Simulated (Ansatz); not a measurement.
PbS:
```
CELL_PARAMETERS angstrom
      0.00000     3.30079     3.30079
      3.30079     0.00000     3.30079
      3.30079     3.30079     0.00000
ATOMIC_POSITIONS crystal
  S  0.25000 0.25000 0.25000
  Pb 0.00000 0.00000 0.00000
```

Relaxed with r²SCAN. Special points in fractions of this cell's reciprocal vectors: Γ (0.000, 0.000, 0.000); X (0.500, 0.000, 0.500); U (0.625, 0.250, 0.625); K (0.375, 0.375, 0.750); L (0.500, 0.500, 0.500); W (0.500, 0.250, 0.750).

List the band energies nearest the valence-band maximum at these points for r²SCAN in the plane-wave PAW code Ansatz.

In eV from the valence-band maximum; about four levels below and three above (degenerate sets whole), none deeper than 8.9 eV; points with the same levels are listed once.

| k | below | above |
|---|---|---|
| Γ | -6.01 -1.85 -1.85 -1.85 | 2.73 2.73 2.73 |
| X | -8.32 -3.08 -3.08 -0.49 | 0.95 5.46 5.46 |
| U | -8.27 -3.52 -2.86 -0.34 | 2.02 4.50 4.78 |
| L | -7.92 -2.37 -2.37 -1.95 | 3.45 3.45 3.83 |
| W | -8.31 -3.34 -3.29 0.00 | 2.89 2.91 5.32 |

Space group F-43m (zinc blende). The start of the workflow was typed in or built on a structure type; neither database checked (COD, Materials Project) lists it. It is not the phase usual at ambient conditions (space group No. 225). The r²SCAN relaxation kept the symmetry of its start. At this level the phase is mechanically unstable. Scalar-relativistic: spin–orbit coupling is off unless named, which matters more the heavier the elements.

Potentials: the later of the program's two PAW sets.
